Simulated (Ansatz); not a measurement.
Relaxed-ion elastic tensor of Be (fcc (Cu type), Fm-3m) in GPa (Voigt order), DFT-r²SCAN in the program Ansatz with PAW potentials; density 1.90 g/cm³, 7.88 Å³ per atom.

```csv
,1,2,3,4,5,6
1,218,71.8,71.8,0.0,0.0,0.0
2,71.8,218,71.8,0.0,0.0,0.0
3,71.8,71.8,218,0.0,0.0,0.0
4,0.0,0.0,0.0,140,0.0,0.0
5,0.0,0.0,0.0,0.0,140,0.0
6,0.0,0.0,0.0,0.0,0.0,140
```

Q: Is the crystal mechanically stable?

A: Yes: the smallest eigenvalue of C is 140 GPa.

Q: Work out the Voigt, Reuss and Hill averages.

A: K_V = 121, K_R = 121, K_H = 121; G_V = 114, G_R = 103, G_H = 108 GPa.

Q: Give Young's modulus, Poisson's ratio, Pugh's ratio and the universal anisotropy index.

A: E = 9KG/(3K + G) = 250 GPa; ν = 0.15; K/G = 1.12 (brittle by the Pugh limit of 1.75); A_U = 5G_V/G_R + K_V/K_R − 6 = 0.53.

Q: Estimate the sound speeds and the Debye temperature.

A: v_l = √((K + 4G/3)/ρ) = 11800 m/s, v_t = √(G/ρ) = 7540 m/s, mean 8290 m/s; Θ = (h/k)(3n/4πV)^(1/3) v_m = 1240 K.

Q: Give the Zener ratio and Young's modulus along [100], [110] and [111].

A: A = 2C44/(C11 − C12) = 1.92; 1/E = S11 − 2(S11 − S12 − S44/2)Γ with Γ = 0, 1/4, 1/3 gives 182, 260, 304 GPa.

The start of the workflow was typed in or built on a structure type; neither database checked (COD, Materials Project) lists it. It is not the phase usual at ambient conditions (space group No. 194). The r²SCAN relaxation kept the symmetry of its start; its stability against distortions is not shown here. As this level gives no gap, shear constants depend on the k-mesh and smearing (Fermi–Dirac, 0.1 eV here).

Potentials: the later of the program's two PAW sets.
